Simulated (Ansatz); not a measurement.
Relaxation path: Ca

DFT, LDA, PAW with Ansatz's default frozen-core files, scalar-relativistic (Ansatz 0.2.0); a Γ-centred 16×16×16 k mesh, Fermi–Dirac smearing of 0.05 eV, no spin polarisation. The run relaxes cell and atoms at a target pressure of 0 GPa.

Command: `ansatz run input.yaml --threads 1 --pin off --max-ram 3072MiB --backend cpu --events-out ev --progress --plain --runs-dir out` It took 11 s on 1 thread of Intel(R) Xeon(R) Platinum 8488C (Sapphire Rapids), with other jobs on the host, peak memory 0.43 GiB.

```yaml
crystal:
  lattice:
    - [0.0, 2.7942, 2.7942]
    - [2.7942, 0.0, 2.7942]
    - [2.7942, 2.7942, 0.0]
  atoms:
    - { symbol: Ca, position: [0.0, 0.0, 0.0] }
kpoints:
  mp_grid: { grid: [16, 16, 16] }
scf:
  occupations: { method: fermi_dirac, width: 0.05 }
hamiltonian:
  xc: lda
  pseudopotentials: { kind: paw }
output:
  forces: true
  stress: true
  write_density: true
  write_potential: true
  elf: true
  volumetric_format: npy
relax:
  f_tol: 0.003
  max_steps: 80
  cell: {}
```

Each step lists its free energy a cell above the last geometry, the pressure, the cell vectors (Å), and Cartesian positions (Å) with forces (eV/Å).

The first step:

```
step 1  dF = 41.09 meV  P = -2.13 GPa
  cell 0.0000 2.7942 2.7942  2.7942 0.0000 2.7942  2.7942 2.7942 0.0000
  Ca 0.0000 0.0000 0.0000   0.0000 0.0000 0.0000
```

The PAW files were made under PBE.

Problem. Where does the relaxation end, and by which steps?

Solution. After 4 geometries, with conventional a, b, c = 5.339, 5.339, 5.339 Å, at 38.057 Å³/atom (-12.78 % against the start) in space group Fm-3m, with a shortest distance of 3.776 Å. The further steps:
```
step 2  dF = 15.07 meV  P = -1.39 GPa
  cell 0.0000 2.7432 2.7432  2.7432 0.0000 2.7432  2.7432 2.7432 0.0000
  Ca 0.0000 0.0000 0.0000   0.0000 0.0000 0.0000
step 3  dF = 0.43 meV  P = 0.27 GPa
  cell 0.0000 2.6563 2.6563  2.6563 0.0000 2.6563  2.6563 2.6563 0.0000
  Ca 0.0000 0.0000 0.0000   0.0000 0.0000 0.0000
step 4  dF = 0.00 meV  P = -0.02 GPa
  cell 0.0000 2.6697 2.6697  2.6697 0.0000 2.6697  2.6697 2.6697 0.0000
  Ca 0.0000 0.0000 0.0000   0.0000 0.0000 0.0000
step 5  dF = 0.03 meV  P = -0.02 GPa  (same geometry on a basis chosen anew; earlier energies don't compare to the last digit)
  cell 0.0000 2.6697 2.6697  2.6697 0.0000 2.6697  2.6697 2.6697 0.0000
  Ca 0.0000 0.0000 0.0000   0.0000 0.0000 0.0000
```
